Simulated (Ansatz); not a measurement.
A 2-atom cell of InP started from a crystallographic database, relaxed with r2SCAN: 5 runs in the PAW code Ansatz, each a calculation of independent-particle optics. The symmetry is F-43m (No. 216, cubic); a = 5.908 Å in the conventional setting, 25.77 Å³ an atom. In has 4 P at 2.56 Å; P has 4 In at 2.56 Å. No spin polarisation and no zero-point or thermal motion.

```yaml
crystal:
  lattice:
    - [0.00000, 2.95381, 2.95381]
    - [2.95381, 0.00000, 2.95381]
    - [2.95381, 2.95381, 0.00000]
  atoms:
    - { symbol: In, position: [0.00000, 0.00000, 0.00000] }
    - { symbol: P, position: [0.25000, 0.25000, 0.25000] }
```

On meshes this coarse, single peaks can be features of the mesh. No local fields, no excitons; the zone sum runs over the cells of the mesh, and ε∞ includes the bands left out of the spectrum. Up to four peaks are listed, those above 15 % of the tallest and inside the complete range; the four can differ from row to row. Rows marked drawn have settings drawn at random (some not listed).

```
functional  k mesh  broadening (eV)    scissors (eV)  range (eV)  settings  direct gap on the mesh before scissors (eV)  ε∞ xx  ε∞ yy  ε∞ zz  complete up to (eV)  tallest peaks of mean ε₂ (eV)
       PBE   6×6×6              0.1             0.00        0–12    chosen                                         0.58  11.80  11.80  11.80                 12.0                 2.50 4.25 5.60
    r2SCAN   6×6×6              0.1             0.00        0–12    chosen                                         1.02   9.85   9.85   9.85                 12.0                 2.85 4.60 5.95
       PBE   6×6×6              0.1  0.81 (to HSE06)        0–12    chosen                                         0.58   9.64   9.64   9.64                 12.0                 3.30 5.05 6.40
       LDA   6×6×6             0.03             0.30        0–10     drawn                                         0.35  12.05  12.05  12.05                 10.0                 2.60 4.40 5.80
    r2SCAN   4×4×4              0.4             0.00        2–10     drawn                                         1.02   9.97   9.97   9.97                 10.0                 3.20 4.60 5.80
```

Spin-orbit coupling is left out, which matters wherever the heavy atoms make up the band edges.
